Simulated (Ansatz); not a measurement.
## Property card for MnI2

MnI$_{2}$:
```
CELL_PARAMETERS angstrom
      4.13354     0.00000     0.00000
     -2.06677     3.57975     0.00000
      0.00000     0.00000     6.91188
ATOMIC_POSITIONS crystal
  Mn 0.00000 0.00000 0.00000
  I  0.33333 0.66667 0.23987
  I  0.66667 0.33333 0.76013
```
The run is spin-polarised; directions of the spins, atom by atom: ↑ 0 0.

Space group P-3m1 (No. 164), CdI2 type; conventional cell a = b = 4.134 Å, c = 6.912 Å, α = β = 90.00°, γ = 120.00°.

Method: r²SCAN+D4 in the plane-wave PAW code Ansatz. The cell and atoms are relaxed at this level. Other levels are named where they apply.

Cell and energy:

- Volume per atom = 34.09 Å³
- Density = 5.01 g/cm³
- Formation energy from the elements (no fitted shifts) = -0.84 eV/atom

Electronic structure:

Band gap: 2.05 eV (indirect)
Valence-band maximum: at A
Conduction-band minimum: at M (3 equivalent valleys)
Smallest direct gap on the standard path: 2.21 eV
Electron effective mass: 0.42, 2.9, 15 mₑ (principal values)

Magnetism:

* **Magnetic order**: ferromagnetic
* **Net moment**: 1.67 μB per atom

Mechanics:

- Bulk modulus (Birch–Murnaghan fit): 14.7 GPa
- Pressure derivative B′: 10.7

Charges:

* **Bader charges**: Mn +1.18, I -0.59 e

The workflow started from a Materials Project entry (that database holds measured and hypothetical structures alike); the Crystallography Open Database files this formula in space group No. 164, but the cells were not matched. Its standing as an ambient phase is unchecked. The cell was relaxed with r²SCAN+D4 under the symmetry of its start; whether a distortion lowers the energy is not shown. The final state is ferromagnetic, chosen from 5 collinear starts compared on coarse meshes (ties went to the first, and starts can fall back to one state), not a proven ground state. Other orbital occupations within this spin state were not tried. No Hubbard U is applied. The references are the lowest solids computed at this level, not always the standard phases. The manganese reference at this level is a Cmcm phase, not α-Mn. Spin–orbit coupling is left out wherever it is not named.

Potentials: the later of the program's two PAW sets.
